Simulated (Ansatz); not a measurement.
# Nb3Pb: a ladder of calculations

Cell of run 1: a COD entry.

```cif
data_Nb3Pb
_symmetry_space_group_name_H-M 'Pm-3n'
_symmetry_Int_Tables_number 223
_cell_length_a 5.3190
_cell_length_b 5.3190
_cell_length_c 5.3190
_cell_angle_alpha 90.000
_cell_angle_beta 90.000
_cell_angle_gamma 90.000
loop_
_atom_site_label
_atom_site_type_symbol
_atom_site_symmetry_multiplicity
_atom_site_Wyckoff_symbol
_atom_site_fract_x
_atom_site_fract_y
_atom_site_fract_z
Nb Nb 6 c 0.2500 0.0000 0.5000
Pb Pb 2 a 0.0000 0.0000 0.0000
```

One atom of each set is listed.

Relaxed positions (PBE, cell held):

Nb (0.2500, 0.0000, 0.5000)
Pb (0.0000, 0.0000, 0.0000)

All runs are DFT with Ansatz 0.2.0 (plane waves and PAW, scalar-relativistic unless spin–orbit coupling is named, Γ-centred meshes, Fermi–Dirac smearing where given) in this cell.

Run 1: PBE, atoms as given; 420 eV, 6×6×6 k-points, smearing 0.05 eV.
Run 2: r2SCAN, at the relaxed atoms; 500 eV, 6×6×6 k-points, smearing 0.05 eV.
Run 3: PBE with spin–orbit coupling, at the relaxed atoms; 420 eV, 6×6×6 k-points, smearing 0.05 eV.

| run | Nb V_zz (η) |
| --- | --- |
| 1 | 3.62 (0.00) |
| 2 | ? |
| 3 | 3.36 (0.00) |

V_zz in 10²¹ V/m²; 1 of the 2 sets of like atoms are followed.

**Question.** Estimate the row of run 2.

**Answer.** Nb: 3.59 (0.00). It lies nearest to run 1, from whose tensors on these sites it differs by 0.03 at most (largest principal value of the difference, on Nb). Taken one at a time, spin–orbit coupling moves the tensors on these sites by up to 0.26 (largest principal value of the change, on Nb), the functional (r2SCAN with its higher cutoff) by 0.03 (Nb).

In runs 1, 2, 3 there is no gap above 0.1 eV, so the gradients can move by 10 % or more with the k-mesh.
